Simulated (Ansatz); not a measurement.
# Ansatz 0.2.0, single run: BaHgO3

Run with:

```bash
ansatz run input.yaml --threads 1 --pin off --max-ram 2560MiB --backend cpu --events-out ev --progress --plain --runs-dir out
```

The input file (Ansatz 0.2.0, plane waves):

```yaml
crystal:
  lattice:
    - [0.04055, 4.211371, 4.23615]
    - [0.04055, -4.211371, 4.23615]
    - [4.207567, 0.0, -4.23615]
  atoms:
    - { symbol: O, position: [0.7235, 0.2765, 0.0] }
    - { symbol: O, position: [0.2765, 0.7235, 0.0] }
    - { symbol: Ba, position: [0.2532, 0.2532, 0.0042] }
    - { symbol: Ba, position: [0.7468, 0.7468, 0.9958] }
    - { symbol: Hg, position: [0.5, 0.0, 0.5] }
    - { symbol: Hg, position: [0.0, 0.5, 0.5] }
    - { symbol: O, position: [0.1926, 0.1926, 0.4476] }
    - { symbol: O, position: [0.8074, 0.8074, 0.5524] }
    - { symbol: O, position: [0.285, 0.715, 0.5] }
    - { symbol: O, position: [0.715, 0.285, 0.5] }
  symmetry: { tolerance: 0.0003 }
kpoints:
  mp_grid: { grid: [4, 4, 4], shift: [0, 0, 0] }
magnetization:
  spin_polarized: false
scf:
  occupations: { method: fermi_dirac }
  algorithm: direct_min
hamiltonian:
  pseudopotentials: { kind: paw }
  xc: r2scan
basis:
  ecutwfc: 500
output:
  forces: true
  stress: true
  eigenvalues: true
  write_density: true
  write_potential: true
  elf: true
  volumetric_format: npy
```

Origin of the cell: a known structure type with other elements, at an estimated volume, so it need not be a known compound.

The smearing width isn't typed, so it takes its default of 0.1 eV.

Output (shortened):

```
Pseudopotentials: kind: paw
Pseudopotential: O, paw, valence charge 6, recommended cutoff 500 eV (meta_gga), O.paw.azcp
Pseudopotential: Ba, paw, valence charge 10, recommended cutoff 500 eV (meta_gga), Ba.paw.azcp
Pseudopotential: Hg, paw, valence charge 20, recommended cutoff 500 eV (meta_gga), Hg.paw.azcp
Functional definition: r2SCAN
  exchange = r2scan_x(k0 = k0, k1 = k1, a1 = a1)
  correlation = r2scan_c
Crystal: 10 atoms, lattice volume = 151.573 Å³
Basis set: ecut = 500 eV, 3839 PW (Γ), exchange–correlation on 180×180×180 points (64 copies of the dense FFT grid, shifted against one another)
Bands: 58, of which v1, the nominal top of the filled ones, is band 48 counted from 1 (47 counted from 0)
Symmetry: 4 space group operations
[… 11 lines left out …]
Initial density: superposition of atomic densities (neutral atoms: chi_scale 0, normalization atom), corrected by the library's trained network
Functional: x = r2scan, c = r2scan; τ floored in thin density (d = 2e-4 eV/Å³)
SCF iter   1: F=—  HF=-42992.494567 eV  Δρ=8.81e-3  dr2=8.37e-2  dr2_τ=3.34e-1
SCF iter   2: F=—  HF=-42992.700049 eV  Δρ=4.97e-3  dr2=3.10e-2  dr2_τ=3.15e-3  defer=15
SCF iter   3: F=—  HF=-42992.691134 eV  Δρ=2.02e-3  dr2=7.02e-3  dr2_τ=4.79e-4  defer=12
SCF iter   4: F=—  HF=-42992.689736 eV  Δρ=4.36e-4  dr2=3.01e-4  dr2_τ=2.55e-5  defer=4
SCF iter   5: F=—  HF=-42992.689638 eV  Δρ=2.85e-5  dr2=8.49e-7  dr2_τ=1.04e-7  defer=3
SCF iter   6: F=—  HF=-42992.689640 eV  Δρ=1.12e-5  dr2=1.63e-7  dr2_τ=2.07e-8  defer=3
SCF iter   7: F=-42992.689640 eV  HF=-42992.689640 eV  Δρ=3.72e-6  dr2=1.73e-8  dr2_τ=1.83e-9  defer=1
SCF 1 converged in 7 iterations: F = -42992.689640 eV  dr2 = 1.73e-8
SCF converged after 7 iterations
Stability not checked: this state was not tested for a lower state beside it, because a direct minimisation reached the state, and no test of it is asked (direct_minimisation; see scf.lower_state_search)
Free energy (F): -42992.689640 eV
Harris-Foulkes:  -42992.689640 eV  (|F-HF|=1.46e-8)
Internal energy: -42992.577971 eV  (E = F + TS)
E sigma→0 (E₀):  -42992.633806 eV
Entropy (-TS):   -0.111669 eV (-11.167 meV/atom)
Fermi energy:    9.807325 eV
--- Per-component energies (eV) ---
  E_band       = -944.552083
  E_kinetic    = 2587.817280
  E_local      = -8878.418057  (includes V_loc(G=0)·N_el)
  E_nonlocal   = 546.336389
  E_hartree    = 3704.651082
  E_xc         = -1170.770895
  E_vxc        = -1507.224352  (∫ρ·V_xc dr)
  E_paw        = -31396.608453  (= ΣΔE_a)
  E_vpaw       = -1196.626414  (= ΣTr[D̂ρ^β])
  E_aug_tail   = 0.006540  (compensation charges beyond the density's cutoff)
  E_vtau       = 94.242790  (kinetic-family band-sum trace: ∫τ·v_τ [+ j·A + Jᵃ·Aᵃ] dr)
  E_ewald      = -8385.243188
  E_core_change = -0.348669  (= ΣΔE_core)
  E_smearing   = -0.111669  (= −TS)
  Σ components = -42992.689640   (vs F -42992.689640, Δ=0.00e0)
--- Forces (eV/Å), atoms counted from 1 ---
  atom   1  O      0.000000     0.044884     0.000000
  atom   2  O      0.000000    -0.044884     0.000000
  atom   3  Ba    -0.047142     0.000000     0.009225
  atom   4  Ba     0.047142     0.000000    -0.009225
  atom   5  Hg     0.000000    -0.000000    -0.000000
  atom   6  Hg     0.000000     0.000000    -0.000000
  atom   7  O      0.118249     0.000000     0.093800
  atom   8  O     -0.118249     0.000000    -0.093800
  atom   9  O      0.000000    -0.131841     0.000000
  atom  10  O      0.000000     0.131841     0.000000
  max |Σ_I F_I| component: 0.00e0 eV/Å
--- Stress (GPa, compression-positive) ---
        0.784379       0.000000       0.501213
        0.000000       0.184076       0.000000
        0.501214       0.000000       0.168743
  P = ⅓ Tr σ = 0.3791 GPa (3.791 kbar)
```

Caveats: no spin, though holes on the anions or broken bonds may carry moments; no spin-orbit coupling, though heavy elements are present; the k mesh is coarse if the cell is a metal.

Time: 2.7 min on 1 thread of Arm Neoverse V1 (shared host), peak memory 1.1 GiB, from the program's own first density.
